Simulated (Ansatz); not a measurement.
The start is a randomly generated symmetric cell of Lu (space group No. 74). The cell and all atomic positions are relaxed at zero pressure with r2SCAN (plane waves to 500 eV, PAW, scalar-relativistic; Ansatz, a quantum-chemistry and plane-wave program). First-step values are on the input's coarse k-mesh.

Ansatz input (later rounds restart from its end on a renewed k-mesh):
Ansatz 0.2 input:
```yaml
crystal:
  lattice:
    - [-1.8872521, 2.2375471, 3.9984865]
    - [1.8872521, -2.2375471, 3.9984865]
    - [1.8872521, 2.2375471, -3.9984865]
  atoms:
    - { symbol: Lu, position: [0.70567546, 0.45567546, 0.25] }
    - { symbol: Lu, position: [0.29432454, 0.54432454, 0.75] }
basis: { ecutwfc: 500, ecutrho_ratio: 4, xc_grid: 4, fft_grid_basis: typed }
kpoints: { mp_grid: { grid: [11, 11, 11] } }
hamiltonian:
  xc: r2scan
  dispersion: none
  pseudopotentials: { kind: paw }
scf: { occupations: { method: fermi_dirac, width: 0.05 } }
relax: { f_tol: 0.01, max_steps: 100, cell: { stress_tol: 0.02 } }
output: { forces: true, stress: true }
```

Task: By how much does the energy per atom fall from start to end?

Result: About 2.4 eV/atom.

Task: How do the shortest distances between atoms change?

Result: The closest pairs of elements (up to four, under 3.6 Å), start → end: Lu–Lu 2.35 → 3.23 Å.

Task: Is the relaxed structure metallic? Give its gap.

Result: Zero (metallic).

Task: Write out the relaxed structure.

Result: 
Space group P6/mmm (No. 191); a = 3.3082 Å, b = 3.3082 Å, c = 3.2262 Å, α = 90.00°, β = 90.00°, γ = 120.00°

```json
[
 {"atom": "Lu", "site": "1b", "symmetry": "6/mmm", "x": "0.0000", "y": "0.0000", "z": "0.5000"}
]
```

Final values are on a 16×16×14 k-mesh of the relaxed cell. The start holds a very short contact (Lu–Lu 2.35 Å). No spin polarisation in the result.

The run could not lower the symmetry of its start; a shaken copy of this end point relaxes with r2SCAN to Fm-3m (No. 225), 0.46 eV/atom lower.

The relaxed structure here is a generated cell of Lu: the first start was made by a random draw of sites in a space group, and the end was not matched to a known phase here, so it may be hypothetical. Known forms of Lu include space group No. 194.
